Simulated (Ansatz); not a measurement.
SiC with Fe replacing Si: do the settings matter for the field gradients?

Cell: a supercell of SiC (wurtzite type, P6_3mc) built from a structure deposited in the COD, with all atoms left at the host's positions.

```cif
data_structure
_symmetry_space_group_name_H-M 'P 1'
_symmetry_Int_Tables_number 1
_cell_length_a 6.1520
_cell_length_b 9.2280
_cell_length_c 10.0960
_cell_angle_alpha 90.000
_cell_angle_beta 90.000
_cell_angle_gamma 120.000
_cell_volume 496.37
loop_
_atom_site_label
_atom_site_type_symbol
_atom_site_fract_x
_atom_site_fract_y
_atom_site_fract_z
_atom_site_occupancy
Fe1 Fe 0.16667 0.22222 0.00000 1
Si2 Si 0.16667 0.22222 0.50000 1
Si3 Si 0.16667 0.55556 0.00000 1
Si4 Si 0.16667 0.55556 0.50000 1
Si5 Si 0.16667 0.88889 0.00000 1
Si6 Si 0.16667 0.88889 0.50000 1
Si7 Si 0.66667 0.22222 0.00000 1
Si8 Si 0.66667 0.22222 0.50000 1
Si9 Si 0.66667 0.55556 0.00000 1
Si10 Si 0.66667 0.55556 0.50000 1
Si11 Si 0.66667 0.88889 0.00000 1
Si12 Si 0.66667 0.88889 0.50000 1
Si13 Si 0.33333 0.11111 0.25000 1
Si14 Si 0.33333 0.11111 0.75000 1
Si15 Si 0.33333 0.44444 0.25000 1
Si16 Si 0.33333 0.44444 0.75000 1
Si17 Si 0.33333 0.77778 0.25000 1
Si18 Si 0.33333 0.77778 0.75000 1
Si19 Si 0.83333 0.11111 0.25000 1
Si20 Si 0.83333 0.11111 0.75000 1
Si21 Si 0.83333 0.44444 0.25000 1
Si22 Si 0.83333 0.44444 0.75000 1
Si23 Si 0.83333 0.77778 0.25000 1
Si24 Si 0.83333 0.77778 0.75000 1
C25 C 0.16667 0.22222 0.19250 1
C26 C 0.16667 0.22222 0.69250 1
C27 C 0.16667 0.55556 0.19250 1
C28 C 0.16667 0.55556 0.69250 1
C29 C 0.16667 0.88889 0.19250 1
C30 C 0.16667 0.88889 0.69250 1
C31 C 0.66667 0.22222 0.19250 1
C32 C 0.66667 0.22222 0.69250 1
C33 C 0.66667 0.55556 0.19250 1
C34 C 0.66667 0.55556 0.69250 1
C35 C 0.66667 0.88889 0.19250 1
C36 C 0.66667 0.88889 0.69250 1
C37 C 0.33333 0.11111 0.44250 1
C38 C 0.33333 0.11111 0.94250 1
C39 C 0.33333 0.44444 0.44250 1
C40 C 0.33333 0.44444 0.94250 1
C41 C 0.33333 0.77778 0.44250 1
C42 C 0.33333 0.77778 0.94250 1
C43 C 0.83333 0.11111 0.44250 1
C44 C 0.83333 0.11111 0.94250 1
C45 C 0.83333 0.44444 0.44250 1
C46 C 0.83333 0.44444 0.94250 1
C47 C 0.83333 0.77778 0.44250 1
C48 C 0.83333 0.77778 0.94250 1
```

Sites (sets of like atoms) are named by element and the number of their first atom in this list.

Reference run. The numbers come from a DFT calculation in Ansatz (PBE, plane waves and PAW, scalar-relativistic, collinear spin, 420 eV cutoff, Γ-centred 4×3×2 k-points, Fermi–Dirac smearing 0.01 eV, cell charge -1). Start moments as typed (μB): 5 on each Fe, none on the rest. The program fits them to the shells of the files, so those used differ somewhat.

(1) The input is changed as follows: `hamiltonian.hubbard`: not typed → {sites: [{species: Fe, l: d, u_eff: -5.0}]}; `scf.max_iter`: not typed → 75. What happens to V_zz (10²¹ V/m²) and η?

Answers

(1) 

```json
{"site": "Fe", "atom": "1", "V_zz reference": "-2.97", "η reference": "0.59", "V_zz changed": "3.57", "η changed": "0.32"}
{"site": "Si3", "atom": "3", "V_zz reference": "1.98", "η reference": "0.21", "V_zz changed": "1.92", "η changed": "0.37"}
{"site": "Si7", "atom": "7", "V_zz reference": "1.83", "η reference": "0.36", "V_zz changed": "1.73", "η changed": "0.83"}
{"site": "Si9", "atom": "9", "V_zz reference": "1.96", "η reference": "0.27", "V_zz changed": "1.95", "η changed": "0.38"}
{"site": "Si13", "atom": "13", "V_zz reference": "2.03", "η reference": "0.26", "V_zz changed": "2.27", "η changed": "0.26"}
{"site": "Si15", "atom": "15", "V_zz reference": "2.04", "η reference": "0.35", "V_zz changed": "2.17", "η changed": "0.22"}
{"site": "Si19", "atom": "19", "V_zz reference": "2.04", "η reference": "0.27", "V_zz changed": "2.26", "η changed": "0.25"}
{"site": "C25", "atom": "25", "V_zz reference": "-0.80", "η reference": "0.04", "V_zz changed": "0.47", "η changed": "0.28"}
{"site": "C38", "atom": "38", "V_zz reference": "-0.74", "η reference": "0.54", "V_zz changed": "-0.44", "η changed": "0.58"}
{"site": "C40", "atom": "40", "V_zz reference": "-1.16", "η reference": "0.38", "V_zz changed": "0.44", "η changed": "0.21"}
{"site": "C42", "atom": "42", "V_zz reference": "0.44", "η reference": "0.48", "V_zz changed": "0.25", "η changed": "0.37"}
{"site": "C44", "atom": "44", "V_zz reference": "-0.76", "η reference": "0.46", "V_zz changed": "-0.40", "η changed": "0.79"}
```

The largest change of V_zz along a kept axis is on C25, from -0.80 to 0.47. The whole tensor moves most on Fe, by 4.61 along its most changed direction. In per cent, |V_zz| changes by +7 to +12 on Si (all sites that start above 2, bar those whose gradient vanishes or changes sign or whose main axis turns by over 40°). Where |V_zz| stays above 0.1 and the axes keep their order, η moves most on Si7, from 0.36 to 0.83. On C42, C26 (not all in the table) V_xx and V_yy change places (or their axes turn by over 50°), so the two values of η hide a larger change. V_zz changes sign on C25 (same axis). On Fe, C40 the largest principal value lies along another axis in the second run, so the two V_zz can't be compared directly. The table leaves out 36 of the 48 sites, with |V_zz| up to 1.96; their tensors move by 0.17 at most along any direction. The statements above cover all sites. The absolute magnetisation of the cell goes from 4.5 to 0.0 μB. SCF iterations: 15 and 33. New warnings: seeded moment not kept. The changed input holds a negative U, so its numbers aren't properties of the crystal.

On the reference run: Forces reach 0.8 eV/Å even beyond 5.5 Å from the defect, so the host's positions may themselves be off equilibrium. The defect repeats with the cell of 48 atoms, so it feels its images: sites between two images don't show the values beside a lone defect, and zeros or small values of η there can come from the images' arrangement. C and Si carry a gradient in the pure host already, so the values there aren't the defect's effect alone. A uniform background compensates the cell's charge. The defect cell has no gap above 0.1 eV on its mesh, so the values can hang on the smearing and the k-mesh. With these PAW files V_zz is typically within 2 to 3 % of all-electron values, but misses above 10 % occur on Fe. The neighbours have not yet relaxed around the defect (largest force 2.8 eV/Å), so a real crystal will differ.
